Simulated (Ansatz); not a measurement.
# Cr started on a Cs site in cubic perovskite CsSnI3, 40 atoms, charge +1

These are results of DFT, PBEsol, PAW, plane waves in Ansatz 0.2.0, not measurements.

Command:

```sh
ansatz run in.yaml --threads 8 --pin off --max-ram 118750MiB --runs-dir r --events-out ev --progress --plain --backend cuda --devices 0, --max-vram 170GiB
```

The input less its lattice and atoms (starting moments on atoms near the defect: 4 μB in all):

```yaml
crystal:
  symmetry: { detect: false }
kpoints:
  mp_grid: { grid: [1, 1, 1], shift: [0.25, 0.25, 0.25] }
hamiltonian:
  xc: pbesol
total_charge: 1
magnetization:
  spin_polarized: true
scf:
  occupations: { method: fermi_dirac, width: 0.01 }
relax:
  f_tol: 0.03
  max_steps: 80
  escape_saddle: false
  adjacent_minimum: "off"
output:
  forces: true
  eigenvalues: true
  populations: true
  charged_corrections: { epsilon: 30 }
```

Start:

```
Cs Cr Sn I
1.0
    12.31446    0.00000    0.00000
     0.00000   12.31446    0.00000
     0.00000    0.00000   12.31446
Cs Cr Sn I
7 1 8 24
Direct
  0.99992 0.00035 0.00203
  0.99913 0.99943 0.49933
  0.00136 0.50052 0.00085
  0.99907 0.49973 0.49877
  0.50010 0.99934 0.00000
  0.49684 0.00019 0.50000
  0.49808 0.50078 0.99978
  0.49669 0.49954 0.49793
  0.25152 0.25081 0.25173
  0.25170 0.24778 0.75094
  0.25131 0.75015 0.25225
  0.25166 0.75187 0.75258
  0.74997 0.24838 0.24983
  0.74916 0.25073 0.74896
  0.74947 0.74857 0.24996
  0.74739 0.74867 0.74939
  0.24873 0.25034 0.00168
  0.25028 0.25022 0.50038
  0.24826 0.75073 0.00118
  0.24696 0.74747 0.49786
  0.75181 0.25068 0.00327
  0.75034 0.25181 0.49979
  0.75345 0.74968 0.00366
  0.74958 0.75051 0.50000
  0.00027 0.24850 0.24833
  0.99891 0.25026 0.74797
  0.99867 0.74959 0.25243
  0.00234 0.74906 0.75155
  0.49927 0.25031 0.24990
  0.50065 0.24983 0.75146
  0.50020 0.74993 0.24897
  0.49783 0.75135 0.75123
  0.25125 0.99888 0.24955
  0.24687 0.00035 0.74729
  0.24979 0.50013 0.25143
  0.24902 0.49987 0.74747
  0.75103 0.00012 0.24893
  0.75088 0.99963 0.75128
  0.75241 0.49893 0.25036
  0.74808 0.50065 0.75016
```

Steps:

```tsv
step	energy less the first (eV)	largest force component (eV/Å)
start	0.000	0.147
1	-0.061	0.067
2	-0.134	0.174
3	-0.214	0.399
4	-0.357	0.619
5	-0.563	0.821
6	-0.826	0.971
7	-1.116	0.958
8	-1.376	0.679
9	-1.561	0.297
10	-1.762	0.366
11	-1.970	0.514
12	-2.226	0.682
13	-2.523	0.736
14	-2.781	0.632
15	-3.028	0.524
16	-3.311	0.328
17	-3.446	0.113
18	-3.494	0.110
19	-3.511	0.129
20	-3.519	0.099
21	-3.533	0.044
22	-3.539	0.022
23	-3.542	0.023
24	-3.543	0.018
25	-3.545	0.016
```

A structure on the way, about -0.13 eV from the start:

```xyz
40
Lattice="12.3145 0.0000 0.0000 0.0000 12.3145 0.0000 0.0000 0.0000 12.3145" Properties=species:S:1:pos:R:3 pbc="T T T"
Cs   12.2985    0.0024    0.0214
Cs   12.3069   12.3053    6.1650
Cs    0.0012    6.1637    0.0060
Cs   12.3100    6.1625    6.1547
Cs    6.1646   12.3078    0.0103
Cs    6.1295    0.0047    6.1642
Cs    6.1454    6.1564   12.3069
Cr    6.0301    6.1181    6.0918
Sn    3.0915    3.0812    3.0839
Sn    3.0845    3.0884    9.2299
Sn    3.0916    9.2268    3.1067
Sn    3.0772    9.2199    9.2439
Sn    9.2388    3.0834    3.0792
Sn    9.2308    3.0878    9.2210
Sn    9.2377    9.2209    3.0874
Sn    9.2272    9.2293    9.2285
I     3.0933    3.1046   12.3085
I     3.2242    3.2110    6.1474
I     3.0886    9.1956   12.3089
I     3.2094    9.1065    6.1619
I     9.2171    3.1112    0.0018
I     9.1164    3.1832    6.1658
I     9.2161    9.2066    0.0094
I     9.1176    9.1469    6.1789
I     0.0035    3.0969    3.1160
I    12.3116    3.1182    9.1958
I     0.0045    9.2102    3.1222
I    12.3056    9.1935    9.2087
I     6.1567    3.2064    3.1940
I     6.1491    3.1550    9.1545
I     6.1575    9.1171    3.1865
I     6.1626    9.1616    9.1665
I     3.1243   12.3092    3.1081
I     3.0779   12.3115    9.2013
I     3.2101    6.1402    3.2083
I     3.2069    6.1570    9.1067
I     9.2058    0.0020    3.1141
I     9.2214    0.0060    9.2180
I     9.1457    6.1621    3.1873
I     9.0925    6.1650    9.1324
```

End:

```
Cs Cr Sn I
1.0
    12.31446    0.00000    0.00000
     0.00000   12.31446    0.00000
     0.00000    0.00000   12.31446
Cs Cr Sn I
7 1 8 24
Cartesian
  12.3053 0.0050 0.2863
  11.9797 12.3027 6.0904
  12.0140 6.1386 12.0987
  11.4343 6.1404 6.1148
  6.9022 0.0073 0.0470
  6.4891 12.3133 6.6857
  6.6043 6.2280 0.0738
  3.6141 6.1611 6.1580
  3.1546 2.9972 2.9768
  3.1546 3.0383 9.2602
  3.1697 9.2788 3.0291
  3.1451 9.3282 9.3086
  9.2874 3.0843 3.0831
  9.3191 3.0763 9.2256
  9.3015 9.2312 3.0812
  9.3212 9.2191 9.2192
  2.6567 3.2419 12.2888
  3.5766 3.4789 6.1410
  2.6719 9.0255 0.0043
  3.6283 8.8432 6.1642
  9.6078 3.0264 12.3097
  9.0440 2.9671 6.1618
  9.6180 9.2768 12.3071
  9.0334 9.3222 6.1602
  0.0591 3.1841 3.4029
  0.0732 3.3931 8.8935
  0.0693 9.1220 3.4263
  0.0807 8.9158 8.8875
  6.1992 2.9459 2.6150
  6.2049 2.7459 9.5943
  6.2080 9.3694 2.6204
  6.1983 9.5690 9.6272
  2.9216 12.3100 3.3389
  2.8275 0.0154 8.8178
  3.3561 6.1518 3.4841
  3.5777 6.1652 8.8431
  9.4383 12.3129 3.0638
  9.5917 12.3051 9.2805
  9.2523 6.1591 2.9170
  9.0783 6.1538 9.3302
```

The calculation finished and met its thresholds.

Time: 37 s of wall time on one NVIDIA GB200 with 8 processor threads, on a host shared with other runs; peak host memory 2.5 GiB.

Problem. How much energy did the relaxation gain, and which atom moved most?

Solution. 3.54 eV in 25 steps, from a start with small random displacements (the gain also holds any tilting of the ideal host); atom 8 (Cr) moved 2.50 Å, the median atom 0.36 Å (drift of the whole cell removed).

The moment started at 4 μB and ended at 4.0 μB; no other spin state is shown. The one k point has no symmetry partners, which can distort the end along one axis.
